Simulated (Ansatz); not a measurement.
Input, command and steps of an Ansatz relaxation.

```yaml
crystal:
  lattice:
    - [6.817346, -0.138431, -0.296609]
    - [-0.138431, 6.684364, -0.032214]
    - [-0.296609, -0.032214, 6.70197]
  atoms:
    - { symbol: Ni, position: [0.6996168465, 0.9162286847, 0.2478905024] }
    - { symbol: Ni, position: [0.4246352671, 0.5310435849, 0.6997468486] }
    - { symbol: Ni, position: [0.5370669569, 0.2234743961, 0.8642243399] }
    - { symbol: Ni, position: [0.8113993353, 0.1161946962, 0.5385881527] }
    - { symbol: Ni, position: [0.576178112, 0.5425763546, 0.0498470559] }
    - { symbol: Ni, position: [0.8684223718, 0.0433521841, 0.9018993548] }
    - { symbol: Ni, position: [0.7701793111, 0.5890954939, 0.4005981075] }
    - { symbol: Ni, position: [0.7015889122, 0.7863173102, 0.671104797] }
    - { symbol: Ni, position: [0.466066157, 0.9930056887, 0.5551285123] }
    - { symbol: Ni, position: [0.13059418, 0.465916955, 0.3918200701] }
    - { symbol: Ni, position: [0.3993563642, 0.7113998537, 0.3246544499] }
    - { symbol: Nb, position: [0.8125166809, 0.4375852348, 0.7588650964] }
    - { symbol: Nb, position: [0.8483073465, 0.293385413, 0.1659059431] }
    - { symbol: Nb, position: [0.4322723964, 0.8751837806, 0.9780025564] }
    - { symbol: Nb, position: [0.9393523633, 0.7154438548, 0.0710103223] }
    - { symbol: Nb, position: [0.2093328962, 0.430009316, 0.0147586655] }
    - { symbol: Nb, position: [0.5049878358, 0.3150501115, 0.3600743896] }
    - { symbol: Zr, position: [0.1058366735, 0.7507166098, 0.6546588981] }
    - { symbol: Zr, position: [0.1614103728, 0.0403162463, 0.2568029013] }
    - { symbol: Zr, position: [0.1681006013, 0.1980619222, 0.6877215743] }
  symmetry: { detect: false }
basis:
  ecutwfc: 420
kpoints:
  mp_grid: { grid: [2, 2, 2], shift: [0.5, 0.5, 0.5] }
hamiltonian:
  xc: pbe
scf:
  occupations: { method: gaussian, width: 0.1 }
  lower_state_search: "off"
output:
  forces: true
  stress: true
  eigenvalues: true
relax:
  adjacent_minimum: "off"
  f_tol: 0.04
  max_steps: 70
  cell: { stress_tol: 0.3 }
```

```bash
ansatz run input.yaml --threads 2 --pin off --max-ram 5120MiB --backend cpu --events-out ev --progress --plain --runs-dir out
```

The calculation used DFT PBE, scalar-relativistic, plane waves, PAW in Ansatz.

Of 15 frames 10 are shown, positions in Å and forces in eV/Å; the SCF threshold varies from step to step. Steps run on the plane waves of an earlier cell, with a Pulay correction in the pressure. The basis is chosen afresh for the last frame, the zero of the energies, and can be on the way; energy and pressure step there, also at an unchanged geometry. The mark taken_back stands on steps that the optimiser undid.

```xyz
20
Lattice="6.8173 -0.1384 -0.2966 -0.1384 6.6844 -0.0322 -0.2966 -0.0322 6.7020" Properties=species:S:1:pos:R:3:forces:R:3 pbc="T T T" step=1 free_energy_over_end_meV_per_atom=123.50 pressure_GPa=-1.32
Ni    4.5692    6.0196    1.4243   -0.1320    0.3300    0.0970
Ni    2.6138    3.4684    4.5466   -0.1290    0.3290   -0.3950
Ni    3.3741    1.3916    5.6255   -0.2010   -0.3390    0.4380
Ni    5.3558    0.6470    3.3652    0.1920   -0.0570   -0.1360
Ni    3.8381    3.5454    0.1457    0.7200    0.1150    0.0130
Ni    5.6468    0.1405    5.7855   -0.0110   -0.1090   -0.3020
Ni    5.0502    3.8182    2.4374    0.1510    0.0500   -0.6320
Ni    4.4751    5.1373    4.2643    0.4280    0.0530    1.1180
Ni    2.8752    6.5552    3.5502   -0.8970    0.2970    0.2260
Ni    0.7096    3.0837    2.5722    0.1280   -0.0820    0.0980
Ni    2.5278    4.6895    2.0345   -0.0390   -0.2340    0.0570
Nb    5.2535    2.7881    4.8308   -0.3500   -0.0230   -0.4830
Nb    5.6934    1.8383    0.8508   -0.4670   -0.1000    0.7330
Nb    2.5357    5.7587    6.3981    0.4440   -0.1550   -0.8650
Nb    6.2838    4.6500    0.1742   -0.0620   -0.0090    0.3190
Nb    1.3632    2.8449    0.0230    0.4320    0.6250    0.1450
Nb    3.2923    2.0244    2.2533   -0.6590    0.1220    0.5710
Zr    0.4234    4.9823    4.3319   -0.0800   -0.1480   -0.4880
Zr    1.0186    0.2389    1.6719    0.1290   -0.4630    0.1410
Zr    0.9146    1.2785    4.5528    0.4030   -0.2020   -0.6540
20
Lattice="6.6674 -0.1544 -0.2076 -0.1370 6.9976 0.1542 -0.2121 0.1534 6.3969" Properties=species:S:1:pos:R:3:forces:R:3 pbc="T T T" step=3 free_energy_over_end_meV_per_atom=44.61 pressure_GPa=1.24
Ni    4.4506    6.4013    1.5781   -0.0570    0.2500    0.1170
Ni    2.6196    3.7995    4.4010    0.2050    0.1480   -0.2270
Ni    3.2990    1.6198    5.5713   -0.2860   -0.1150    0.5290
Ni    5.2706    0.7125    3.2955   -0.0030   -0.1840    0.1340
Ni    3.8781    3.7156    0.2560    0.1340   -0.0930   -0.1630
Ni    5.5738    0.3376    5.6592   -0.1900    0.0870    0.0550
Ni    4.9227    4.1456    2.4676   -0.2720    0.1420   -0.2190
Ni    4.4801    5.4920    4.4279    0.2760   -0.3900    0.2570
Ni    2.7670    6.9034    3.6817   -0.1350    0.0010   -0.3850
Ni    0.6967    3.2773    2.5824    0.0060   -0.0160    0.0210
Ni    2.4744    4.9708    2.0861   -0.0380   -0.2140   -0.1750
Nb    5.1885    2.9848    4.6766    0.1200   -0.0650   -0.0570
Nb    5.5169    1.9262    1.0784    0.1560    0.1320    0.2120
Nb    2.6830    6.1188    6.0886    0.1000   -0.0080    0.1110
Nb    6.1878    4.8971    0.3941   -0.0750   -0.2040    0.0790
Nb    1.3933    3.1291    0.0878   -0.0820    0.0690   -0.0100
Nb    3.1317    2.2544    2.3889    0.2140   -0.0610   -0.1560
Zr    0.4191    5.3084    4.1230    0.0190    0.4050    0.0450
Zr    1.1257    0.2169    1.4990    0.2930    0.4770   -0.4720
Zr    0.9766    1.4252    4.3678   -0.3840   -0.3620    0.3040
20
Lattice="6.6307 -0.1549 -0.2271 -0.1314 7.1023 0.2269 -0.2309 0.2249 6.3342" Properties=species:S:1:pos:R:3:forces:R:3 pbc="T T T" step=4 free_energy_over_end_meV_per_atom=22.58 pressure_GPa=1.15
Ni    4.4075    6.5512    1.6587   -0.0160    0.1270    0.0860
Ni    2.6078    3.8842    4.3528    0.1800    0.0860   -0.0940
Ni    3.1886    1.7038    5.6800   -0.1720   -0.1450    0.3790
Ni    5.1794    0.7605    3.3072   -0.0340   -0.1380    0.1860
Ni    3.8898    3.7614    0.2592    0.0550   -0.0740   -0.2100
Ni    5.4596    0.4227    5.6384   -0.1780    0.0550    0.0300
Ni    4.8617    4.2473    2.4649   -0.2520    0.1150   -0.0700
Ni    4.4752    5.5873    4.4362    0.1680   -0.2650    0.1200
Ni    2.7249    7.0129    3.6553   -0.1410   -0.0440   -0.3520
Ni    0.7018    3.3635    2.6251    0.0300    0.0260    0.0280
Ni    2.4341    5.0463    2.0597   -0.0220   -0.1440   -0.1370
Nb    5.1423    3.0422    4.6517    0.1340   -0.0050    0.0020
Nb    5.5253    1.9775    1.1409    0.0720    0.0500    0.0640
Nb    2.7132    6.2551    6.0466    0.0340    0.0830    0.1360
Nb    6.1619    4.9983    0.4468   -0.0260   -0.1040   -0.0800
Nb    1.3797    3.2335    0.0918    0.0530    0.0860   -0.0520
Nb    3.1170    2.3135    2.3669    0.2140   -0.0460   -0.0210
Zr    0.4175    5.4694    4.0779   -0.0500    0.1840    0.0250
Zr    1.2074    0.2948    1.3304    0.1840    0.2760   -0.2900
Zr    0.9486    1.4358    4.3394   -0.2310   -0.1220    0.2470
20
Lattice="6.6056 -0.0870 -0.3035 -0.0551 7.2378 0.3659 -0.3046 0.3584 6.2869" Properties=species:S:1:pos:R:3:forces:R:3 pbc="T T T" step=6 free_energy_over_end_meV_per_atom=4.37 pressure_GPa=0.24
Ni    4.4517    6.8186    1.8054   -0.0250    0.0450   -0.0250
Ni    2.6569    4.1198    4.2725    0.0160    0.0390   -0.0560
Ni    3.0787    1.8927    5.8641    0.0800    0.0000    0.0040
Ni    4.9226    0.8692    3.4276   -0.0690    0.0620   -0.0880
Ni    3.9843    3.8661    0.2092    0.0130    0.0620   -0.0470
Ni    5.3245    0.6431    5.6597   -0.0290   -0.0600    0.1420
Ni    4.7864    4.4432    2.4574    0.0190    0.0730    0.0590
Ni    4.4961    5.7593    4.4960   -0.0010   -0.0180    0.0520
Ni    2.6352    7.0744    3.5547    0.0420    0.0350    0.0830
Ni    0.7406    3.5475    2.6810   -0.2020   -0.0430    0.0430
Ni    2.4245    5.1525    1.9530   -0.0170    0.0050    0.0200
Nb    5.1619    3.2003    4.6538    0.0770    0.0130    0.0620
Nb    5.5562    2.0977    1.2806    0.0020   -0.1840   -0.0250
Nb    2.7680    6.5893    6.0406    0.0290    0.0060   -0.0190
Nb    6.2117    5.1694    0.4701   -0.0900   -0.0770   -0.0570
Nb    1.4888    3.3859    0.0705    0.0740    0.1310    0.0340
Nb    3.1279    2.4340    2.3875    0.0890   -0.1130   -0.0010
Zr    0.3841    5.7047    4.0469    0.0000   -0.0470   -0.0470
Zr    1.2468    0.4247    1.1440    0.0100    0.0680   -0.1100
Zr    0.8843    1.5181    4.2798   -0.0180    0.0020   -0.0240
20
Lattice="6.5979 -0.0506 -0.3167 -0.0155 7.2515 0.4441 -0.3155 0.4348 6.2922" Properties=species:S:1:pos:R:3:forces:R:3 pbc="T T T" step=7 free_energy_over_end_meV_per_atom=2.90 pressure_GPa=0.35
Ni    4.4684    6.9026    1.8960   -0.1240    0.0110    0.0590
Ni    2.6957    4.2145    4.2675   -0.0220    0.0540    0.0010
Ni    3.0968    2.0070    5.9080    0.0800    0.0000   -0.0190
Ni    4.8314    0.9429    3.4945   -0.0070    0.0100   -0.0070
Ni    4.0315    3.9075    0.2231   -0.0150   -0.0180    0.0420
Ni    5.3111    0.7414    5.7136    0.0440   -0.0460   -0.0690
Ni    4.7785    4.5112    2.5114    0.0520   -0.0570   -0.0050
Ni    4.5199    5.8330    4.5708    0.0040   -0.0380   -0.0890
Ni    2.6251    7.0828    3.5813    0.1660    0.0610    0.2120
Ni    0.7186    3.5985    2.7171   -0.0510    0.0160    0.0880
Ni    2.4285    5.1856    1.9629   -0.0470    0.0140   -0.0040
Nb    5.2178    3.2862    4.7190   -0.1280    0.0200   -0.0490
Nb    5.5611    2.1056    1.3417    0.0920   -0.0810   -0.0410
Nb    2.8163    6.7180    6.0864   -0.0490    0.0530   -0.0230
Nb    6.2210    5.2009    0.5153    0.0750    0.0130   -0.0240
Nb    1.5600    3.4558    0.0903   -0.0460   -0.1340   -0.0100
Nb    3.1355    2.4732    2.4187   -0.0390   -0.0050   -0.0170
Zr    0.3828    5.7669    4.0575   -0.0040    0.0230    0.0040
Zr    1.2639    0.4676    1.0950   -0.0610    0.1120   -0.0630
Zr    0.8756    1.5644    4.2758    0.0770   -0.0080    0.0130
20
Lattice="6.6295 -0.0341 -0.3112 -0.0005 7.2133 0.4507 -0.3108 0.4411 6.3069" Properties=species:S:1:pos:R:3:forces:R:3 pbc="T T T" step=9 free_energy_over_end_meV_per_atom=1.42 pressure_GPa=-0.03
Ni    4.3980    6.9351    1.8861   -0.0130   -0.0150   -0.0070
Ni    2.7195    4.2223    4.2837    0.0030   -0.0080    0.0060
Ni    3.1648    2.0036    5.9100    0.0000   -0.0170    0.0040
Ni    4.8802    0.9581    3.5085    0.0050    0.0010    0.0200
Ni    4.0574    3.8912    0.2382    0.0010    0.0190   -0.0230
Ni    5.3732    0.7223    5.7342   -0.0010   -0.0400   -0.0250
Ni    4.8075    4.5219    2.5076    0.0030    0.0260    0.0320
Ni    4.5682    5.8142    4.5928    0.0060   -0.0220    0.0040
Ni    2.6745    7.0707    3.6371   -0.0140   -0.0220    0.0080
Ni    0.7156    3.5887    2.7551   -0.0060   -0.0070   -0.0140
Ni    2.4172    5.1691    1.9805   -0.0070    0.0030    0.0100
Nb    5.2329    3.2837    4.7251    0.0300    0.0340   -0.0250
Nb    5.6087    2.0889    1.3454    0.0130   -0.0090    0.0280
Nb    2.8293    6.6805    6.1059    0.0200   -0.0710    0.0070
Nb    6.2762    5.1704    0.5170    0.0150    0.0360    0.0170
Nb    1.5768    3.4098    0.0907   -0.0010    0.0440   -0.0280
Nb    3.1645    2.4743    2.4213    0.0560    0.0560    0.0290
Zr    0.3977    5.7614    4.0791   -0.0400   -0.0270   -0.0030
Zr    1.2988    0.4924    1.0971   -0.0560   -0.0530   -0.0230
Zr    0.9077    1.5605    4.2954   -0.0140    0.0700   -0.0170
20
Lattice="6.6259 -0.0107 -0.3191 0.0221 7.2093 0.4409 -0.3187 0.4301 6.3095" Properties=species:S:1:pos:R:3:forces:R:3 pbc="T T T" step=10 free_energy_over_end_meV_per_atom=1.42 pressure_GPa=0.07 taken_back
Ni    4.4033    6.9443    1.8580   -0.0110    0.0120   -0.0180
Ni    2.7165    4.2171    4.2802    0.0150    0.0020   -0.0010
Ni    3.1630    1.9937    5.9163    0.0110    0.0340   -0.0020
Ni    4.8999    0.9466    3.4931   -0.0240    0.0370    0.0180
Ni    4.0719    3.8952    0.2277   -0.0110    0.0110   -0.0050
Ni    5.3620    0.7157    5.7182    0.0080   -0.0110   -0.0290
Ni    4.8110    4.5407    2.5043   -0.0010   -0.0240    0.0190
Ni    4.5647    5.8089    4.5952    0.0270   -0.0010    0.0010
Ni    2.6885    7.0748    3.6267    0.0280    0.0180    0.0280
Ni    0.7197    3.6017    2.7421    0.0280    0.0020    0.0060
Ni    2.4250    5.1771    1.9807   -0.0180    0.0000   -0.0050
Nb    5.2377    3.2874    4.7146    0.0160   -0.0120    0.0260
Nb    5.6232    2.0925    1.3394   -0.0370    0.0080    0.0080
Nb    2.8178    6.6619    6.0985    0.0420   -0.0260   -0.0340
Nb    6.2763    5.1911    0.5194   -0.0170    0.0070   -0.0420
Nb    1.5887    3.4288    0.0866    0.0080   -0.0280    0.0030
Nb    3.1928    2.4819    2.4146   -0.0340   -0.0110   -0.0090
Zr    0.3896    5.7762    4.0756    0.0270   -0.0050    0.0250
Zr    1.2953    0.4961    1.0815    0.0010    0.0370   -0.0060
Zr    0.9331    1.5894    4.2806   -0.0560   -0.0510    0.0150
20
Lattice="6.6327 -0.0200 -0.3170 0.0132 7.2109 0.4499 -0.3168 0.4396 6.3067" Properties=species:S:1:pos:R:3:forces:R:3 pbc="T T T" step=12 free_energy_over_end_meV_per_atom=0.11 pressure_GPa=0.19
Ni    4.3988    6.9446    1.8742   -0.0050    0.0030   -0.0020
Ni    2.7255    4.2256    4.2812   -0.0020    0.0060   -0.0070
Ni    3.1679    2.0043    5.9100   -0.0030   -0.0020   -0.0010
Ni    4.8827    0.9609    3.5054   -0.0110    0.0010   -0.0190
Ni    4.0719    3.8952    0.2328    0.0010   -0.0050    0.0080
Ni    5.3700    0.7207    5.7234   -0.0010   -0.0120    0.0140
Ni    4.8143    4.5347    2.5082   -0.0030    0.0080   -0.0010
Ni    4.5759    5.8144    4.5944   -0.0080    0.0110   -0.0090
Ni    2.6826    7.0729    3.6347    0.0000    0.0030    0.0010
Ni    0.7198    3.5973    2.7492    0.0030   -0.0110   -0.0070
Ni    2.4205    5.1752    1.9805    0.0080    0.0160    0.0060
Nb    5.2445    3.2916    4.7226    0.0010   -0.0020    0.0030
Nb    5.6181    2.0912    1.3476    0.0080   -0.0080    0.0000
Nb    2.8307    6.6710    6.1008   -0.0100    0.0070    0.0040
Nb    6.2844    5.1835    0.5179    0.0030   -0.0140    0.0160
Nb    1.5892    3.4212    0.0866   -0.0050   -0.0120   -0.0010
Nb    3.1801    2.4853    2.4187   -0.0090   -0.0100    0.0020
Zr    0.3958    5.7678    4.0819    0.0030    0.0080   -0.0160
Zr    1.2951    0.4957    1.0838    0.0150    0.0130    0.0130
Zr    0.9133    1.5763    4.2857    0.0160   -0.0030   -0.0050
20
Lattice="6.6048 -0.0183 -0.3273 0.0182 7.2673 0.4865 -0.3257 0.4755 6.2902" Properties=species:S:1:pos:R:3:forces:R:3 pbc="T T T" step=13 free_energy_over_end_meV_per_atom=0.36 pressure_GPa=0.09 taken_back
Ni    4.4044    7.0067    1.9207   -0.0060    0.0130   -0.0060
Ni    2.7044    4.2680    4.2824    0.0250    0.0300   -0.0060
Ni    3.1654    2.0400    5.8826   -0.0280    0.0380    0.0390
Ni    4.8337    1.0065    3.5030   -0.0050   -0.0050    0.0060
Ni    4.0648    3.9123    0.2305   -0.0020    0.0240    0.0090
Ni    5.3496    0.7462    5.7066    0.0010   -0.0050    0.0610
Ni    4.7876    4.5815    2.5048    0.0100   -0.0220   -0.0190
Ni    4.5411    5.8812    4.5845   -0.0160   -0.0090   -0.0190
Ni    2.6652    7.1623    3.6588    0.0030   -0.0140   -0.0030
Ni    0.6956    3.6563    2.7883    0.0100    0.0060   -0.0260
Ni    2.3933    5.2433    2.0078    0.0270   -0.0400   -0.0160
Nb    5.2303    3.3481    4.7103   -0.0230   -0.0030   -0.0080
Nb    5.6014    2.1081    1.3478   -0.0060    0.0260   -0.0400
Nb    2.8295    6.7520    6.1246   -0.0030   -0.0290    0.0150
Nb    6.2720    5.2176    0.5309   -0.0350   -0.0140   -0.0270
Nb    1.5846    3.4328    0.1042   -0.0350    0.0760   -0.0500
Nb    3.1472    2.5391    2.4066    0.0380   -0.0850    0.0970
Zr    0.3823    5.8531    4.0893    0.0180   -0.0490    0.0060
Zr    1.2951    0.4986    1.0771    0.0250    0.0490   -0.0280
Zr    0.9038    1.6014    4.2770    0.0030    0.0130    0.0150
20
Lattice="6.6264 -0.0170 -0.3184 0.0176 7.2389 0.4652 -0.3178 0.4545 6.3037" Properties=species:S:1:pos:R:3:forces:R:3 pbc="T T T" step=15 free_energy_over_end_meV_per_atom=0.00 pressure_GPa=-0.17
Ni    4.4030    6.9780    1.8947   -0.0050    0.0010    0.0060
Ni    2.7245    4.2512    4.2842   -0.0040    0.0000   -0.0010
Ni    3.1681    2.0254    5.9095    0.0000    0.0020    0.0090
Ni    4.8717    0.9780    3.5087    0.0030    0.0020    0.0090
Ni    4.0711    3.9088    0.2365   -0.0040   -0.0070   -0.0010
Ni    5.3674    0.7340    5.7261    0.0040    0.0060    0.0060
Ni    4.8094    4.5575    2.5113    0.0020   -0.0020    0.0000
Ni    4.5697    5.8473    4.5954   -0.0020   -0.0030   -0.0020
Ni    2.6814    7.1125    3.6482   -0.0090    0.0010    0.0010
Ni    0.7172    3.6195    2.7594    0.0000   -0.0020   -0.0060
Ni    2.4178    5.2057    1.9921   -0.0030   -0.0040   -0.0100
Nb    5.2416    3.3170    4.7237    0.0100    0.0030    0.0060
Nb    5.6160    2.1023    1.3502   -0.0110    0.0020   -0.0020
Nb    2.8362    6.7116    6.1151    0.0000   -0.0030   -0.0050
Nb    6.2820    5.2032    0.5264    0.0080    0.0060   -0.0160
Nb    1.5883    3.4358    0.0910    0.0080   -0.0070    0.0130
Nb    3.1747    2.5048    2.4237    0.0100    0.0040   -0.0140
Zr    0.3956    5.7990    4.0830    0.0030    0.0200    0.0070
Zr    1.2990    0.5034    1.0833   -0.0050   -0.0030   -0.0050
Zr    0.9143    1.5903    4.2858   -0.0040   -0.0170    0.0050
```

The run took 5.1 min on 2 threads of AMD EPYC 7R13 Processor (Zen 3), on a shared host, peak memory 1 GiB.

The k mesh is coarse. Spin polarisation was left out, and a magnetic state may lie lower.